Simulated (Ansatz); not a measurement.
Name crystals whose computed values (DFT-LDA in the program Ansatz with PAW potentials) fall in these windows: highest Γ mode, no LO–TO term (cm⁻¹) 160 to 220; B₀ by P(V) fit (GPa) 91 to 120.



```json
[
 {"crystal": "SbTePd, P2_13 (Pd on 4a, Sb on 4a, Te on 4a)", "highest Γ mode, no LO–TO term (cm⁻¹)": "186", "B₀ by P(V) fit (GPa)": "100"}
]
```
Others may fit too.

Standing as an ambient phase not checked: SbTePd, P2_13 (Pd on 4a, Sb on 4a, Te on 4a). The cell was relaxed under the symmetry of its start. Rows with no word on spin ran without spin polarisation. Scalar-relativistic: spin–orbit coupling is off unless named, which matters more the heavier the elements.

Potentials: the later of the program's two PAW sets.
